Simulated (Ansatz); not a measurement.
## Structure types of Ca at a series of pressures

All-electron LAPW in Ansatz 0.2.0 under LDA, scalar-relativistic, energies extrapolated to zero smearing, no spin–orbit coupling; spin polarisation is left out. At each pressure a set of structure types was relaxed with symmetry kept. The table gives H = E + pV above the lowest type of that row in meV/atom (up to 5 of noise); a dash means not tried or turned into another type. Real phases may be missing from the set. k spacings are near 0.17 to 0.21 Å⁻¹, smearing 0.05 to 0.1 eV.

Problem. Among sc, bcc, fcc, hcp, simple hexagonal, distorted dhcp, which leads at 1.6, 20, 55 GPa?

Solution. fcc or bcc at 1.6 GPa; bcc at 20 GPa; sc at 55 GPa.

```csv
p (GPa),V of the lowest (Å³/atom),sc,bcc,fcc,hcp,simple hexagonal,distorted dhcp
1.6,35.37,378,6,0,8,214,–
20,23.01,153,0,39,35,90,–
55,14.99,0,158,176,95,–,187
```
